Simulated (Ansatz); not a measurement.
An Ansatz (an electronic-structure program) run. Input:

Ansatz 0.2 input:
```yaml
crystal:
  lattice:
    - [0.0, 1.8028635982, 1.8028635982]
    - [1.8028635982, 0.0, 1.8028635982]
    - [1.8028635982, 1.8028635982, 0.0]
  atoms:
    - { symbol: N, position: [0.75, 0.75, 0.75] }
    - { symbol: B, position: [0.0, 0.0, 0.0] }
kpoints:
  mp_grid: { grid: [10, 10, 10] }
hamiltonian:
  xc: hse06
  pseudopotentials: { kind: paw }
scf:
  n_extra_bands: 6
  occupations: { method: fixed }
output:
  eigenvalues: true
  eigenstates:
    e_range: [-9.0, 14.4]
    kpoints:
      - [0.0, 0.0, 0.0]  # VBM
      - [0.0, 0.5, 0.5]  # CBM
      - [0.0, 0.0, 0.0]  # GAMMA
      - [0.5, 0.0, 0.5]  # X
      - [0.5, 0.5, 0.5]  # L
      - [0.5, 0.25, 0.75]  # W
      - [0.375, 0.375, 0.75]  # K
      - [0.625, 0.25, 0.625]  # U
```

Output (shortened):

```
Pseudopotential: N, paw, valence charge 5
Pseudopotential: B, paw, valence charge 3
Functional definition: HSE06
davidson cushion auto → on  (no smearing: the cushion is to keep the highest requested band from converging to the state above it …
Crystal: 2 atoms, lattice volume = 11.720 Å³
Basis set: ecut = 420 eV, 259 PW (Γ)
Bands: 10, of which v1, the nominal top of the filled ones, is band 4 counted from 1 (3 counted from 0)
Symmetry: 24 space group operations
Space group: F-43m (ITA 216), of the structure as read, at distance tolerance 2.3e-5 Å
k-points: 47 of 1000 (time reversal used)
SCF iter   1: F=—  HF=-542.272433 eV  |F-HF|=—  |Δ(HF+E_count)|=         —  Δρ=1.52e-3  dr2=1.11e-4  ethr=1.77e-3  ⟨swp⟩=2.0  Hψ=3386  notcnv=0
preconditioner: auto → none
SCF iter   2: F=-542.272665 eV  HF=-542.272603 eV  |F-HF|=6.23e-5  |Δ(HF+E_count)|=   1.70e-4  Δρ=8.12e-4  dr2=1.98e-5  ethr=1.39e-6  ⟨swp⟩=3.0  Hψ=1286  notcnv=0  defer=1
SCF 1 stopped early in 2 iterations: F = -542.272665 eV  dr2 = 1.98e-5
Crystal: 2 atoms, lattice volume = 11.720 Å³
Exchange kernel: α = 0.2500, screened, ω = 0.2079 Å⁻¹, Wigner–Seitz truncation, v(0) = 1046.8150 eV·Å³, q-mesh 10×10×10, nearest image of the exchange …
Frozen-core exchange: fock
SCF iter   1: F=—  HF=-542.454489 eV  |F-HF|=—  |Δ(HF+E_count)|=         —  Δρ=9.36e-3  dr2=4.89e-3  ethr=2.47e-6  ⟨swp⟩=5.3  Hψ=2286  notcnv=0
preconditioner: auto → none
SCF iter   2: F=—  HF=-542.452587 eV  |F-HF|=—  |Δ(HF+E_count)|=   1.90e-3  Δρ=4.28e-3  dr2=8.78e-4  ethr=2.47e-6  ⟨swp⟩=3.0  Hψ=1593  notcnv=0
SCF iter   3: F=—  HF=-542.454344 eV  |F-HF|=—  |Δ(HF+E_count)|=   1.76e-3  Δρ=1.46e-3  dr2=2.13e-4  ethr=2.47e-6  ⟨swp⟩=3.0  Hψ=1415  notcnv=0
SCF iter   4: F=—  HF=-542.454281 eV  |F-HF|=—  |Δ(HF+E_count)|=   6.28e-5  Δρ=5.41e-4  dr2=3.23e-5  ethr=2.47e-6  ⟨swp⟩=2.9  Hψ=1221  notcnv=0
iter 5 solved again at ethr=6.03e-9 eV; its pass at ethr=3.29e-7 eV (dr2=4.83e-7 eV) is discarded
SCF iter   5: F=—  HF=-542.454272 eV  |F-HF|=—  |Δ(HF+E_count)|=   9.37e-6  Δρ=8.90e-5  dr2=2.12e-6  ethr=6.03e-9  ⟨swp⟩=2.6  Hψ=2303  notcnv=0
SCF iter   6: F=-542.454283 eV  HF=-542.454284 eV  |F-HF|=5.98e-7  |Δ(HF+E_count)|=   1.21e-5  Δρ=9.07e-5  dr2=8.45e-7  ethr=5.86e-9  ⟨swp⟩=3.3  Hψ=1609  notcnv=0
SCF 2 stopped early in 6 iterations: F = -542.454283 eV  dr2 = 8.45e-7
hybrid outer 1: dexx = +2.092e-3 eV, tail = 6.62e-6 eV
Crystal: 2 atoms, lattice volume = 11.720 Å³
Exchange kernel: α = 0.2500, screened, ω = 0.2079 Å⁻¹, Wigner–Seitz truncation, v(0) = 1046.8150 eV·Å³, q-mesh 10×10×10, nearest image of the exchange …
Frozen-core exchange: fock
SCF iter   1: F=—  HF=-542.454315 eV  |F-HF|=—  |Δ(HF+E_count)|=         —  Δρ=4.57e-5  dr2=1.27e-7  ethr=4.14e-7  ⟨swp⟩=2.6  Hψ=1174  notcnv=0
preconditioner: auto → none
iter 2 solved again at ethr=4.15e-11 eV; its pass at ethr=1.45e-9 eV (dr2=3.32e-9 eV) is discarded
SCF iter   2: F=-542.454315 eV  HF=-542.454315 eV  |F-HF|=2.96e-9  |Δ(HF+E_count)|=   1.37e-8  Δρ=1.06e-5  dr2=1.40e-8  ethr=4.15e-11  ⟨swp⟩=2.0  Hψ=2626  notcnv=0
SCF 3 converged in 2 iterations: F = -542.454315 eV  dr2 = 1.40e-8
hybrid outer 2: dexx = +7.548e-8 eV, tail = 3.17e-8 eV, Δε = 2.33e-3 eV (about 1.83e-4 eV left of the loop's levels)
the search or the solves at the SCF's close seem to have found levels that the self-consistency loop had missed (the run counts 1) …
NSCF: frozen V_eff on 8 k-points
hybrid SCF converged: 2 outer / 8 inner (+2 warm-up), last move |dexx| = 7.55e-8 eV, tail = 3.17e-8 eV
Stability not checked (fock_operator)
Free energy (F): -542.454315 eV
Frozen-core exchange: fock
Harris-Foulkes:  -542.454315 eV  (|F-HF|=2.96e-9)
Internal energy: -542.454315 eV  (E = F + TS)
E sigma→0 (E₀):  -542.454315 eV
Fermi energy:    10.438700 eV
--- Per-component energies (eV) ---
  E_band       = 14.436601
  E_kinetic    = 186.057283
  E_local      = -173.464629  (includes V_loc(G=0)·N_el)
  E_nonlocal   = 55.569276
  E_hartree    = 48.884066
  E_xc         = -75.761668
  E_vxc        = -93.300332  (∫ρ·V_xc dr)
  E_exx        = -19.592979  (= α·E_x^exact, valence–valence)
  E_paw        = -204.804760  (= ΣΔE_a)
  E_vpaw       = -19.006668  (= ΣTr[D̂ρ^β])
  E_aug_tail   = 0.000103  (compensation charges beyond the density's cutoff)
  E_ewald      = -359.306303
  E_core_change = -0.034703  (= ΣΔE_core)
  E_smearing   =  0.000000  (= −TS)
  E_closure    = 0.000000  (closes the sum)
  Σ components = -542.454315   (vs F -542.454315, Δ=0.00e0)
  [band-id]    e_kinetic+e_local+e_nonlocal+2·e_hartree+e_vxc+2·e_exx+e_vpaw+e_augmentation_tail = 14.437206   (vs E_band 14.436601, Δ=6.04e-4)
--- Band table (eV; the first three rows and the last of 47) ---
  k-point 0: bands = ["-11.7499", "10.4387", "10.4387", "10.4387", "21.0473", "21.0473", "21.0473", "22.6790", "37.2712", "40.2588"]
  k-point 1: bands = ["-11.4862", "9.0684", "10.1676", "10.1676", "21.3109", "21.4631", "21.4631", "23.5540", "36.9238", "37.5380"]
  k-point 2: bands = ["-10.7104", "6.0951", "9.5488", "9.5488", "21.6877", "22.3204", "22.3204", "25.3633", "36.0261", "36.0261"]
  k-point 46: bands = ["-5.4030", "1.7377", "3.2469", "3.5496", "20.8286", "25.3370", "26.7857", "28.7627", "32.3913", "38.6941"]
```

Cost: around 80 core-seconds (rough) on shared cores.

The points marked VBM and CBM come from a semilocal run.

The PBEsol relaxation kept the symmetry of its start.

Potentials: the later of the program's two PAW sets.

Ansatz is a plane-wave DFT program.
